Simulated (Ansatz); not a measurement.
## NaTa: forces and stress of a distorted cell

Cell: NaTa placed on the sites of the rock-salt structure (cell doubled) (a generated, not necessarily known, phase), then sheared and rattled.

Theory: DFT, PBE, all-electron full-potential LAPW, scalar-relativistic, point nucleus in Ansatz 0.2 development build. Brillouin zone: 1×2×2 (shift 0.0, 0.5, 0.5 mesh steps), Fermi–Dirac smearing of 0.15 eV; a denser mesh would shift the values. In metals such a mesh can move stress, forces and moments by their own size. No spin polarisation.

```xyz
4
Lattice="-5.5435 0.0908 5.4967 0.0646 2.9035 2.8583 -2.7433 2.7651 0.0738" Properties=species:S:1:pos:R:3 pbc="T T T"
Ta   -7.4763    3.9453    6.3809
Na  -10.1979    6.8349    9.2390
Ta  -10.1832    3.9869    9.1589
Na  -12.9651    6.9648   12.0182
```

Forces (eV/Å): Ta1 (-0.072, 0.363, 0.224); Na2 (0.162, -0.191, -0.038); Ta3 (-0.158, 0.495, 0.102); Na4 (0.068, -0.667, -0.287).

Stress tensor (GPa, compression positive):
```
-3.89  1.03  0.86
 1.03  8.17  1.75
 0.86  1.75 -2.32
```

```yaml
All-electron_E_−_TS_for_this_scheme: -858089.217 eV
Pressure: 0.65 GPa
Largest_force: 0.729 eV/Å
```

(1) Now r2SCAN by all-electron PAW datasets generated for the cell without frozen cores, scalar-relativistic, point nucleus at the same geometry. How do the results move?

(2) Switch to LDA (PW92) by all-electron full-potential LAPW, scalar-relativistic, point nucleus, all else held.

## Answers

(1) Against PBE, the pressure falls by 2.32 GPa to -1.67 GPa, and the forces move by 0.015 eV/Å (r.m.s. over the atoms).

```json
{"atom": "Ta1", "Fx (eV/Å)": "-0.065", "Fy (eV/Å)": "0.385", "Fz (eV/Å)": "0.223"}
{"atom": "Na2", "Fx (eV/Å)": "0.155", "Fy (eV/Å)": "-0.199", "Fz (eV/Å)": "-0.039"}
{"atom": "Ta3", "Fx (eV/Å)": "-0.153", "Fy (eV/Å)": "0.486", "Fz (eV/Å)": "0.100"}
{"atom": "Na4", "Fx (eV/Å)": "0.063", "Fy (eV/Å)": "-0.672", "Fz (eV/Å)": "-0.285"}
```

(2) Against PBE, the pressure falls by 4.46 GPa to -3.81 GPa, and the forces move by 0.037 eV/Å (r.m.s. over the atoms).

| atom | Fx (eV/Å) | Fy (eV/Å) | Fz (eV/Å) |
| --- | --- | --- | --- |
| Ta1 | -0.084 | 0.333 | 0.210 |
| Na2 | 0.154 | -0.178 | -0.036 |
| Ta3 | -0.136 | 0.464 | 0.095 |
| Na4 | 0.066 | -0.619 | -0.269 |
